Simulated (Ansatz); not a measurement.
Ni:
```
Ni
1.0
    0.00000     1.73938     1.73938
    1.73938     0.00000     1.73938
    1.73938     1.73938     0.00000
Ni
1
Direct
  0.00000   0.00000   0.00000
```
Starting moments (μB, in the order of the atoms Ni): 0.8.

Relaxed with r²SCAN. Special points in fractions of this cell's reciprocal vectors: Γ (0.000, 0.000, 0.000); X (0.500, 0.000, 0.500); U (0.625, 0.250, 0.625); K (0.375, 0.375, 0.750); L (0.500, 0.500, 0.500); W (0.500, 0.250, 0.750).

Question: List the band energies nearest the Fermi level at these points for r²SCAN in the plane-wave PAW code Ansatz.

Answer: In eV from the Fermi level; about four levels below and three above (degenerate sets whole), none deeper than 8.9 eV; … stands for higher levels left out; points with the same levels are listed once.

```
k                      below        above
---  -----------------------  -----------
Γ ↑        -3.10 -3.10 -3.10            …
X ↑  -4.97 -1.02 -1.02 -0.98            …
U ↑  -4.41 -2.72 -1.56 -1.29            …
L ↑  -3.02 -3.02 -1.10 -1.10            …
W ↑  -3.75 -3.75 -1.80 -1.02            …
Γ ↓        -1.71 -1.71 -1.71            …
X ↓        -4.92 -3.90 -0.15  0.59 0.59 …
U ↓  -4.09 -3.49 -1.65 -0.78       0.29 …
L ↓  -4.88 -2.06 -2.06 -0.82            …
W ↓  -3.93 -2.70 -2.70 -1.04       0.59 …
```

Space group Fm-3m (fcc (Cu type)). Symmetry was held in the r²SCAN relaxation. Magnetic state: ferromagnetic, chosen from 3 collinear starts compared on coarse meshes (ties went to the first, and starts can fall back to one state), not a proven ground state. Textbook magnetic order: ferromagnetic. Other orbital occupations within this spin state were not tried. For itinerant 3d metals, meta-GGAs of the SCAN family and hybrids are commonly reported to give too large moments.

Potentials: the later of the program's two PAW sets.
